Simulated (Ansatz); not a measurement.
La₃Tl, DFT, LDA, all-electron LAPW, scalar-relativistic (Ansatz 0.2.0), run on 1 thread of AMD EPYC 7R43 64-Core Processor (Zen 3) on a shared host.

The geometry is COD entry 1522573, unchecked; take it as a test cell. The listed cell was then made from it by scaling, straining or moving an atom.

Command: `ansatz run input.yaml --threads 1 --pin off --max-ram 4096MiB --backend cpu --events-out ev --progress --plain --runs-dir out`

```yaml
crystal:
  lattice:
    - [5.1265865833, 0.0, 0.0]
    - [0.0, 5.1265865833, 0.0]
    - [0.0, 0.0, 5.1265865833]
  atoms:
    - { symbol: La, position: [0.0, 0.5, 0.5] }
    - { symbol: La, position: [0.5, 0.0, 0.5] }
    - { symbol: La, position: [0.5, 0.5, 0.0] }
    - { symbol: Tl, position: [0.0, 0.0, 0.0] }
kpoints:
  mp_grid: { grid: [8, 8, 8] }
  band_path:
    path:
      - [0.0, 0.0, 0.0]
      - [0.0, 0.5, 0.0]
      - [0.5, 0.5, 0.0]
      - [0.0, 0.0, 0.0]
      - [0.5, 0.5, 0.5]
      - [0.0, 0.5, 0.0]
      - [0.5, 0.5, 0.5]
      - [0.5, 0.5, 0.0]
    npoints: 5
scf:
  occupations: { method: fermi_dirac, width: 0.08 }
hamiltonian:
  xc: lda
  pseudopotentials: { kind: all_electron, lapw: { basis_error: 0.0005 } }
output:
  forces: true
  stress: true
  eigenvalues: true
```

Question: How large is the problem that the program sets up?

Answer: 35 irreducible k-points, 515 plane waves at Γ, 70 bands.

Question: Estimate the wall time and the peak memory.

Answer: 55 s of wall time for 11 SCF iterations, with a peak of 0.6 GiB. Times on shared machines scatter by tens of per cent.
